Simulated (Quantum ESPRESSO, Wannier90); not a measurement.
**SrGa2 (P6/mmm), plane waves to Wannier functions**

```
SrGa2
1.0
    4.30786     0.00000     0.00000
   -2.15393     3.73072     0.00000
    0.00000     0.00000     4.80054
Sr Ga
1 2
Direct
  0.00000   0.00000   0.00000
  0.33333   0.66667   0.50000
  0.66667   0.33333   0.50000
```

Materials Project entry mp-182; symmetrised, unrelaxed at this level. Not found in the COD (Crystallography Open Database) copy used; not checked further. Computed values, not measurements, from LDA: Quantum ESPRESSO (norm-conserving PseudoDojo potentials, cutoff 64 Ry, no spin polarisation, no spin-orbit coupling) on a Γ-centred 6×6×6 mesh, then Wannier90. Density: 12×12×10 mesh, cold smearing 0.01 Ry.

The plane-wave run has 41 bands and 36 electrons a cell. On the energy scale of pw.x, whose zero is arbitrary, the Fermi level lies at 8.36 eV.

Input w.win, without the blocks of cell, atoms and k-points (216 lines):

```
num_bands = 27
num_wann = 17
exclude_bands = 1-14
num_iter = 1000
conv_tol = 1.0e-6
conv_window = 4
dis_num_iter = 1000
dis_conv_tol = 1.0e-6
dis_froz_max = 9.86
write_hr = true
write_u_matrices = true
begin projections
f=-0.00045,-0.00607,-0.00899: s;p;d
f=0.34359,-0.32101,0.49818: s;p
f=-0.33505,0.32257,0.50526: s;p
end projections
mp_grid = 7 6 6
```

Problem. Check the input against the numbers above: what is wrong, and how is it mended?

Solution. wannier90.x -pp stops with:
```
Error: Wrong number of lines in block kpoints
```
The product of the three numbers of mp_grid differs from the number of lines in the kpoints block. Mended as below, all else unchanged, the run goes through (Ω_I = 27.5 Å²) and follows the plane-wave bands to 7.6 meV rms (states up to 1.0 eV relative to the Fermi level).
```
mp_grid = 6 6 6
```
